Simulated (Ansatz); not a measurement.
Mg2Sn:
```cif
data_Mg4Sn2
_chemical_formula_sum 'Mg4 Sn2'
_space_group_name_H-M_alt 'P 1'
_space_group_IT_number 1
_cell_length_a 5.38704
_cell_length_b 5.38704
_cell_length_c 7.12072
_cell_angle_alpha 54.721
_cell_angle_beta 125.279
_cell_angle_gamma 121.837
loop_
_space_group_symop_operation_xyz
  'x, y, z'
loop_
_atom_site_label
_atom_site_type_symbol
_atom_site_fract_x
_atom_site_fract_y
_atom_site_fract_z
_atom_site_occupancy
Mg1 Mg 0.54401 0.20607 0.25004 1
Mg2 Mg 0.45599 0.79393 0.74996 1
Mg3 Mg 0.20607 0.54401 0.24996 1
Mg4 Mg 0.79393 0.45599 0.75004 1
Sn1 Sn 0.12501 0.12501 0.75000 1
Sn2 Sn 0.87499 0.87499 0.25000 1
```

Relaxed with LDA.

Task: Which orbitals make up the states near the Fermi level in the program Ansatz at the LDA level (PAW)?

Result: Within 0.5 eV of the Fermi level: Sn 5p 44 %, Mg 3s 27 %, outside the projected shells 25 %. Projections are on Löwdin-orthogonalised atomic valence shells; empty p or d shells of many metals are not among them.

Task: Tabulate the density of states.

Result: States/eV per cell of 6 atoms, in 0.25 eV bins, energy from the Fermi level.

```tsv
E (eV)	total	Sn 5p	Mg 3s	Sn 5s
-7.85	1.30	0.13	0.20	0.95
-7.60	1.88	0.20	0.22	1.44
-7.35	1.82	0.21	0.16	1.42
-7.10	1.06	0.11	0.06	0.87
-6.85	0.72	0.06	0.03	0.62
-6.60	0.47	0.03	0.01	0.42
-6.35	0.16	0.00	0.01	0.14
-6.10	0.00	0.00	0.00	0.00
-5.85	0.00	0.00	0.00	0.00
-5.60	0.17	0.08	0.08	0.00
-5.35	1.61	0.80	0.69	0.10
-5.10	1.82	0.95	0.70	0.14
-4.85	1.45	0.80	0.50	0.13
-4.60	1.52	0.85	0.50	0.13
-4.35	1.70	0.97	0.54	0.15
-4.10	2.21	1.28	0.67	0.20
-3.85	2.40	1.42	0.68	0.24
-3.60	2.40	1.50	0.58	0.24
-3.35	2.24	1.43	0.50	0.22
-3.10	2.24	1.49	0.45	0.19
-2.85	2.29	1.58	0.40	0.17
-2.60	2.30	1.64	0.35	0.16
-2.35	2.38	1.65	0.40	0.15
-2.10	2.56	1.76	0.44	0.14
-1.85	2.47	1.69	0.40	0.14
-1.60	2.15	1.44	0.36	0.12
-1.35	2.07	1.28	0.43	0.11
-1.10	2.29	1.32	0.51	0.12
-0.85	2.74	1.62	0.57	0.13
-0.60	3.03	1.82	0.57	0.14
-0.35	2.24	1.24	0.51	0.09
-0.10	2.01	0.98	0.48	0.08
0.15	1.96	0.73	0.57	0.10
0.40	2.32	0.71	0.77	0.12
0.65	2.74	0.83	0.89	0.12
0.90	3.08	0.99	0.92	0.10
1.15	2.54	0.79	0.70	0.07
1.40	2.46	0.73	0.70	0.06
1.65	2.79	0.75	0.81	0.06
1.90	3.43	0.89	0.94	0.07
2.15	3.12	0.78	0.81	0.05
2.40	2.91	0.67	0.69	0.05
2.65	3.04	0.68	0.67	0.04
2.90	3.17	0.69	0.69	0.04
3.15	3.25	0.65	0.70	0.04
3.40	3.14	0.61	0.72	0.03
3.65	3.20	0.56	0.73	0.03
3.90	2.92	0.46	0.64	0.03
4.15	3.01	0.44	0.59	0.03
4.40	3.01	0.37	0.47	0.03
```

Space group Fddd. The workflow started from a Materials Project entry (that database holds measured and hypothetical structures alike); the Crystallography Open Database copy checked does not list it. COD files the formula under space group No. 225, 227, so this cell is another polymorph or a model. With Mg and Sn taken as one species the cell has the higher symmetry Fddd, so it may be an ordered model of a mixed-site phase. Whether it is the stable phase at ambient conditions was not checked. The cell was relaxed with LDA under the symmetry of its start; its stability against distortions is not shown here. Spin–orbit coupling is left out wherever it is not named.

Potentials: the later of the program's two PAW sets.
